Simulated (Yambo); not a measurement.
Yambo run on SnSe2 (CdI2 type, space group P-3m1, No. 164). The wavefunctions come from this Quantum ESPRESSO step (PBE, PseudoDojo stringent norm-conserving files, scalar-relativistic):

```
&CONTROL
  calculation = 'nscf'
  pseudo_dir = './pseudo'
  outdir = './out'
/
&SYSTEM
  ibrav = 0
  nat = 3
  ntyp = 2
  ecutwfc = 104.0
  ecutrho = 416.0
  occupations = 'fixed'
  force_symmorphic = .true.
  nbnd = 379
/
&ELECTRONS
  conv_thr = 3.0000000000000004e-09
  diago_full_acc = .true.
  diago_thr_init = 1e-08
/
ATOMIC_SPECIES
Se 78.9710 Se.upf
Sn 118.7100 Sn.upf
CELL_PARAMETERS angstrom
  3.845293058403   0.000000000000   0.000000000000
 -1.922646529202   3.330121473573   0.000000000000
  0.000000000000   0.000000000000   5.990522992000
ATOMIC_POSITIONS crystal
Se   0.666666667000   0.333333333000   0.734511524400
Se   0.333333333667   0.666666666333   0.265488475600
Sn   0.000000000333   0.000000000000   0.000000000000
K_POINTS automatic
3 3 2 0 0 0
```

Yambo input:

```
rim_cut
gw0
dyson
el_el_corr
HF_and_locXC
ppa
em1d
RandQpts= 1000000
RandGvec= 1 Ry
EXXRLvcs= 104 Ry
VXCRLvcs= 416 Ry
Chimod= "HARTREE"
% BndsRnXp
 23 | 378 |
%
NGsBlkXp= 15 Ry
% LongDrXp
 1.0 | 1.0 | 1.0 |
%
PPAPntXp= 27.2114 eV
% GbndRnge
 1 | 378 |
%
GTermKind= "BG"
DysSolver= "n"
ExtendOut
% QPkrange
 1 | 1 | 35 | 36 |
 2 | 2 | 35 | 36 |
 5 | 5 | 35 | 36 |
 6 | 6 | 35 | 36 |
%
```

k points by index: 1 = Γ, 2 = A, 5 = K, 6 = H.

The o-*.qp file then holds:

```
#    K-point    Band    Eo [eV]    E [eV]    E-Eo [eV]    Vxc [eV]    Vnlxc [eV]    Sc|Eo [eV]    Sc|E [eV]    dSc/dw|Eo [eV]    Re(Z)    Im(Z)
#
    1    35    0.000000    -0.381100    -0.381100    -14.68963    -16.56703    1.387708    1.496302    -7.751995    0.778279    -0.001516
    1    36    0.780668    0.872188    0.091520    -14.00276    -10.42832    -3.459033    -3.482917    -7.094575    0.793195    -0.001388
    2    35    -0.211066    -0.606871    -0.395805    -14.65487    -16.83435    1.668084    1.783670    -7.944284    0.774022    -0.001634
    2    36    2.474151    2.674294    0.200142    -14.73575    -10.70074    -3.779350    -3.834859    -7.542955    0.782961    -0.001539
    5    35    -1.872035    -2.391088    -0.519054    -12.88119    -15.60862    2.050119    2.208381    -8.294621    0.766384    -0.001813
    5    36    0.853000    0.870360    0.017360    -12.78706    -9.623855    -3.141233    -3.145843    -7.194547    0.790890    -0.001425
    6    35    -0.297053    -0.700835    -0.403782    -14.40126    -16.44515    1.523115    1.640110    -7.882444    0.775386    -0.001603
    6    36    2.306398    2.513885    0.207487    -14.79326    -10.92943    -3.598260    -3.656343    -7.614259    0.781358    -0.001332
```
(The two width columns are left out.) Convergence of these settings isn't established.

Spin-orbit coupling is not included.

Geometry relaxed with PBE+D3(BJ).
